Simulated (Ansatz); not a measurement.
Values for one crystal, relaxed and computed with plane-wave PAW r²SCAN (Ansatz code); other levels are named.

Volume per atom: 34.43 Å³
Electronic character: metallic (no gap)
Pressure derivative B′: 3.6
Young's modulus: 54.1 GPa
Poisson's ratio: 0.32
Debye temperature from the elastic constants: 146 K
Highest zone-centre frequency: 41 cm⁻¹

Problem. Which compound is it?
A) Ru, simple cubic
B) Bi, Pm-3m (Bi on 1b)
C) Cr, β-Sn type
D) Ga, P2_1/m (Ga on 2e)

Solution. B, Bi, Pm-3m (Bi on 1b)

The workflow started from a Materials Project entry (that database holds measured and hypothetical structures alike); the Crystallography Open Database copy checked does not list it. It is not the phase usual at ambient conditions (space group No. 166). The r²SCAN relaxation kept the symmetry of its start; its stability against distortions is not shown here. As this level gives no gap, shear constants depend on the k-mesh and smearing (Fermi–Dirac, 0.1 eV here). As this level gives no gap, phonon frequencies hold no LO–TO term and depend on the k-mesh and smearing (Fermi–Dirac, 0.1 eV here). Spin–orbit coupling is left out wherever it is not named.

Potentials: the later of the program's two PAW sets.
